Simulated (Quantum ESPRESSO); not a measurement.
pw.x input (Quantum ESPRESSO 7.5; LDA, PseudoDojo standard norm-conserving files, scalar-relativistic):

```
&CONTROL
  calculation = 'scf'
  pseudo_dir = './pseudo'
  outdir = './out'
  tprnfor = .true.
  tstress = .true.
/
&SYSTEM
  ibrav = 0
  nat = 2
  ntyp = 2
  ecutwfc = 82.3
  ecutrho = 329.2
  occupations = 'smearing'
  smearing = 'fd'
  degauss = 0.002
  nbnd = 22
/
&ELECTRONS
  conv_thr = 2e-10
/
ATOMIC_SPECIES
Te 127.6000 Te.upf
Hg 200.5920 Hg.upf
CELL_PARAMETERS angstrom
  0.000000000000   3.216625424000   3.216625424000
  3.216625424000   0.000000000000   3.216625424000
  3.216625424000   3.216625424000   0.000000000000
ATOMIC_POSITIONS crystal
Te   0.750000000000   0.750000000000   0.750000000000
Hg   0.000000000000   0.000000000000   0.000000000000
K_POINTS automatic
8 8 8 0 0 0
```

End of the output:

```
     total energy              =    -542.57934682 Ry
     estimated scf accuracy    <       0.00000028 Ry
     total energy              =    -542.57934693 Ry
     estimated scf accuracy    <       0.00000004 Ry
     total energy              =    -542.57934695 Ry
     estimated scf accuracy    <          5.8E-09 Ry
[...]
     the Fermi energy is     8.7931 ev
!    total energy              =    -542.57934695 Ry
     estimated scf accuracy    <          2.0E-11 Ry
     smearing contrib. (-TS)   =      -0.00001555 Ry
     internal energy E=F+TS    =    -542.57933140 Ry
     The total energy is F=E-TS. E is the sum of the following terms:
     one-electron contribution =    -313.11747171 Ry
     hartree contribution      =     163.46306700 Ry
     xc contribution           =    -103.30703274 Ry
     ewald contribution        =    -289.61789394 Ry
     convergence has been achieved in   8 iterations
     Forces acting on atoms (cartesian axes, Ry/au):
     atom    1 type  1   force =    -0.00000000    0.00000000   -0.00000000
     atom    2 type  2   force =     0.00000000    0.00000000   -0.00000000
     Total force =     0.000000     Total SCF correction =     0.000000
     Computing stress (Cartesian axis) and pressure
          total   stress  (Ry/bohr**3)                   (kbar)     P=       -0.60
  -0.00000410   0.00000000   0.00000000           -0.60        0.00        0.00
   0.00000000  -0.00000410   0.00000000            0.00       -0.60        0.00
   0.00000000   0.00000000  -0.00000410            0.00        0.00       -0.60
```

Spin-orbit coupling is not included.

Geometry relaxed with LDA.
